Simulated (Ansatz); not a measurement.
## Computed properties of SiC

SiC:
```yaml
crystal:
  lattice:
    - [3.06567, 0.00000, 0.00000]
    - [-1.53284, 2.65495, 0.00000]
    - [0.00000, 0.00000, 7.03113]
  atoms:
    - { symbol: Si, position: [0.00000, 0.50000, 0.33333] }
    - { symbol: Si, position: [0.50000, 0.50000, 0.66667] }
    - { symbol: Si, position: [0.50000, 0.00000, 0.00000] }
    - { symbol: C, position: [0.00000, 0.50000, 0.83333] }
    - { symbol: C, position: [0.50000, 0.50000, 0.16667] }
    - { symbol: C, position: [0.50000, 0.00000, 0.50000] }
```

Space group P6_422 (No. 181); conventional cell a = 3.066 Å, b = 3.066 Å, c = 7.031 Å, α = 90.00°, β = 90.00°, γ = 120.00°.

Method: PBEsol (plane waves, PAW; program Ansatz). Geometry: relaxed at this level of theory. Other levels are named where they apply.

Cell and energy:

```
Item                                                         Result
-----------------------------------------------------  ------------
Volume per atom                                             9.54 Å³
Density                                                  3.49 g/cm³
Formation energy from the elements (no fitted shifts)  0.27 eV/atom
```

Electronic structure:

```
Quantity                                                                                         Value
--------------------------------------------------------------  --------------------------------------
Band gap                                                                            0.77 eV (indirect)
Valence-band maximum                                                                              at Γ
Conduction-band minimum                                                    at M (3 equivalent valleys)
Smallest direct gap on the standard path                                                       2.98 eV
Electron effective mass                                         0.17, 0.45, 0.88 mₑ (principal values)
Weight of the conduction-edge state by species (Voronoi cells)                         Si 59 %, C 41 %
Hole effective mass                                              0.38, 0.38, 3.5 mₑ (principal values)
Weight of the valence-edge state by species (Voronoi cells)                            C 77 %, Si 23 %
HSE06 gap on the PBEsol cell                                                                   1.63 eV
```

Mechanics:

```
Quantity                                                                                                      Value
-----------------------------------------------------------  ------------------------------------------------------
Bulk modulus (Birch–Murnaghan fit)                                                                          230 GPa
Pressure derivative B′                                                                                          3.9
Elastic constants (relaxed ions, GPa)                        C11 = 453, C12 = 91.0, C13 = 105, C33 = 607, C44 = 201
Mechanical stability                                                         stable (all eigenvalues of C positive)
Hill bulk and shear moduli                                                                          233 and 197 GPa
Young's modulus                                                                                             460 GPa
Poisson's ratio                                                                                                0.17
Debye temperature from the elastic constants                                                                 1160 K
Piezoelectric stress constants (proper, relaxed ions, C/m²)                                 e14 = -0.61, e25 = 0.61
```

Dielectric response:

```
Item                                                                         Result
--------------------------------------------------------  -------------------------
Electronic dielectric constant ε∞ (DFPT)                  11.3 (xx = yy), 11.4 (zz)
Static dielectric constant ε0 (ions relaxed, cell fixed)  23.5 (xx = yy), 17.4 (zz)
Born charges (a third of the trace)                             Si +3.24, C -3.24 e
```

Phonons:

```
Quantity                                                                   Value
--------------------------------------------------  ----------------------------
Highest zone-centre frequency (without LO–TO term)                      837 cm⁻¹
Zone-centre stability                                     no imaginary mode at Γ
Dynamical stability on the path                     stable (no imaginary branch)
Zero-point energy                                                  98.9 meV/atom
Vibrational entropy at 300 K                             10.2 J/(K·mol of atoms)
```

The start of the workflow was typed in or built on a structure type; neither database checked (COD, Materials Project) lists it. It is not the phase usual at ambient conditions (space group No. 186, 216). The PBEsol relaxation kept the symmetry of its start. Its formation energy is positive at this level, so the cell may be metastable or incomplete. The references are the lowest solids computed at this level, not always the standard phases.

Potentials: the later of the program's two PAW sets.
